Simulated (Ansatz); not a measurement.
As:
```cif
data_As8
_chemical_formula_sum 'As8'
_space_group_name_H-M_alt 'I4132'
_space_group_IT_number 214
_space_group_name_Hall 'I 4bd 2c 3'
_cell_length_a 6.89883
_cell_length_b 6.89883
_cell_length_c 6.89883
_cell_angle_alpha 90.000
_cell_angle_beta 90.000
_cell_angle_gamma 90.000
loop_
_atom_site_label
_atom_site_type_symbol
_atom_site_symmetry_multiplicity
_atom_site_Wyckoff_symbol
_atom_site_fract_x
_atom_site_fract_y
_atom_site_fract_z
_atom_site_occupancy
As1 As 8 a 0.12500 0.12500 0.12500 1
```
(The calculation used a cell of 4 atoms; values per cell refer to that cell.)

Relaxed with r²SCAN.

Tabulate the valence density and the electron localisation function along the shortest As–As contact (2.44 Å), DFT-r²SCAN in the program Ansatz with PAW potentials.



```tsv
distance from As (Å)	density (e/Å³)	ELF
0.24	27.53	0.09
0.37	14.50	0.14
0.49	6.06	0.28
0.61	2.26	0.45
0.73	1.04	0.58
0.85	0.73	0.64
0.98	0.62	0.65
1.10	0.56	0.66
1.22	0.53	0.66
1.34	0.56	0.66
1.46	0.62	0.65
1.59	0.73	0.64
1.71	1.04	0.58
1.83	2.27	0.45
1.95	6.07	0.28
2.07	14.51	0.14
2.20	27.55	0.08
```

The density is the valence pseudo-density with augmentation charge, so density and ELF within about 1 Å of a nucleus are not all-electron values.

Space group I4_132. The start of the workflow was typed in or built on a structure type; neither database checked (COD, Materials Project) lists it. It is not the phase usual at ambient conditions (space group No. 166). The r²SCAN relaxation kept the symmetry of its start. At this level the phase is mechanically unstable. The volume moved by 53 % from the start of the relaxation.

Potentials: the earlier of the program's two PAW sets.
